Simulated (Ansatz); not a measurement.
Ansatz input

```yaml
crystal:
  lattice:
    - [2.5957627921, 0.0, 0.0]
    - [0.0, 2.5957627921, 0.0]
    - [0.0, 0.0, 2.5957627921]
  atoms:
    - { symbol: Ti, position: [0.0, 0.0, 0.0] }
hamiltonian:
  xc: r2scan
  pseudopotentials:
    kind: paw
    azcp:
      Ti: "pseudopotentials/Ti.paw.azcp"
basis:
  ecutwfc: 500
  fft_grid_basis: typed
kpoints:
  mp_grid: { grid: [13, 13, 13], shift: [0, 0, 0] }
magnetization:
  spin_polarized: false
scf:
  occupations: { method: fermi_dirac, width: 0.1 }
  lower_state_search: "off"
output:
  stress: true
```

Output

```
Engine: ansatz 0.2.0, x86_64-unknown-linux-gnu
Pseudopotentials: kind: paw
Pseudopotential: Ti, paw, valence charge 12, recommended cutoff 500 eV (meta_gga) 
Functional definition: r2SCAN
  parameter k0 = 0.174
  parameter k1 = 0.065
  parameter a1 = 4.9479
  exchange = r2scan_x(k0 = k0, k1 = k1, a1 = a1)
  correlation = r2scan_c
Crystal: 1 atoms, lattice volume = 17.490 Å³
Basis set: ecut = 500 eV, 461 PW (Γ), exchange–correlation on 80×80×80 points (64 copies of the dense FFT grid, shifted against one another)
Bands: 10, of which v1, the nominal top of the filled ones, is band 6 counted from 1 (5 counted from 0)
Symmetry: 48 space group operations
Space group: Pm-3m (ITA 221), of the structure as read, at distance tolerance 2.6e-5 Å
k-points: 84 of 2197
Non-local potential: Ti, projectors of the file, l = 0: 3, l = 1: 2, l = 2: 3, l = 3: 1
PAW form: soft (Blöchl's): semilocal exchange-correlation on the pseudo side does not see the compensation charge
PAW frozen core: Ti, regenerated for the run's functional (the file was generated under x = pbe(κ = 0.804, μ = 0.2195149727645171), c = pbe(β = 0.06672455060314922))
PAW one-centre angular grid: Ti, 590 points (default); XC on 160 Gauss nodes
Initial density: superposition of atomic densities (neutral atoms: chi_scale 0, normalization atom), corrected by the library's trained network
Initial wavefunctions: pseudopotential atomic-orbital guess
Functional: x = r2scan, c = r2scan; τ floored in thin density (d = 2e-4 eV/Å³)
SCF iter   1: F=-2503.472819 eV  HF=-2503.430917 eV  |F-HF|=4.19e-2  |Δ(HF+E_count)|=         —  Δρ=9.37e-3  dr2=5.15e-3  dr2_τ=1.54e-2  ethr=1.77e-3  ⟨swp⟩=4.9  Hψ=4929  notcnv=0
SCF iter   2: F=-2503.479156 eV  HF=-2503.477627 eV  |F-HF|=1.53e-3  |Δ(HF+E_count)|=   4.67e-2  Δρ=5.27e-3  dr2=1.17e-3  dr2_τ=2.13e-4  ethr=4.29e-5  ⟨swp⟩=2.0  Hψ=2268  notcnv=0
SCF iter   3: F=-2503.479352 eV  HF=-2503.479101 eV  |F-HF|=2.52e-4  |Δ(HF+E_count)|=   1.47e-3  Δρ=2.24e-3  dr2=2.16e-4  dr2_τ=3.68e-5  ethr=9.76e-6  ⟨swp⟩=2.1  Hψ=967  notcnv=0
SCF iter   4: F=-2503.479430 eV  HF=-2503.479426 eV  |F-HF|=4.08e-6  |Δ(HF+E_count)|=   3.25e-4  Δρ=1.83e-4  dr2=2.57e-6  dr2_τ=2.14e-7  ethr=1.80e-6  ⟨swp⟩=2.3  Hψ=1298  notcnv=0
SCF iter   5: F=-2503.479431 eV  HF=-2503.479431 eV  |F-HF|=3.40e-7  |Δ(HF+E_count)|=   4.68e-6  Δρ=5.58e-5  dr2=2.53e-7  dr2_τ=1.55e-8  ethr=2.14e-8  ⟨swp⟩=2.6  Hψ=1314  notcnv=0
SCF iter   6: F=-2503.479431 eV  HF=-2503.479431 eV  |F-HF|=2.00e-9  |Δ(HF+E_count)|=   4.54e-7  Δρ=3.80e-6  dr2=1.89e-9  dr2_τ=1.43e-10  ethr=8.33e-10  ⟨swp⟩=4.0  Hψ=2587  notcnv=0
SCF 1 converged in 6 iterations: F = -2503.479431 eV  dr2 = 1.89e-9
SCF converged after 6 iterations
Free energy (F): -2503.479431 eV
Harris-Foulkes:  -2503.479431 eV  (|F-HF|=2.00e-9)
Internal energy: -2503.414490 eV  (E = F + TS)
E sigma→0 (E₀):  -2503.446961 eV
Entropy (-TS):   -0.064941 eV (-64.941 meV/atom)
Fermi energy:    13.106931 eV
--- Per-component energies (eV) ---
  E_band       = -169.712260
  E_kinetic    = 275.315216
  E_local      = -859.545054  (includes V_loc(G=0)·N_el)
  E_nonlocal   = 10.003528
  E_hartree    = 355.521242
  E_xc         = -92.784581
  E_vxc        = -132.917779  (∫ρ·V_xc dr)
  E_paw        = -1058.425544  (= ΣΔE_a)
  E_vpaw       = -182.934473  (= ΣTr[D̂ρ^β])
  E_aug_tail   = 0.000084  (compensation charges beyond the density's cutoff)
  E_vtau       = 9.324024  (kinetic-family band-sum trace: ∫τ·v_τ [+ j·A + Jᵃ·Aᵃ] dr)
  E_ewald      = -1133.245924
  E_core_change = -0.253457  (= ΣΔE_core)
  E_smearing   = -0.064941  (= −TS)
  E_closure    = 0.000000  (closes the sum)
  Σ components = -2503.479431   (vs F -2503.479431, Δ=0.00e0)
--- Stress (GPa, compression-positive) ---
        3.184587       0.000000       0.000000
       -0.000000       3.184587       0.000000
        0.000000       0.000000       3.184587
  P = ⅓ Tr σ = 3.1846 GPa (31.846 kbar)
```

Command:

```sh
ansatz run input.yaml --threads 1 --pin off --max-ram 3584MiB --backend cpu --events-out ev --progress --plain --runs-dir out
```

On 1 thread of Intel(R) Xeon(R) Platinum 8259CL CPU @ 2.50GHz (Skylake/Cascade Lake) (shared host) this took about 3.9 s of wall time and 3.9 s of CPU time.
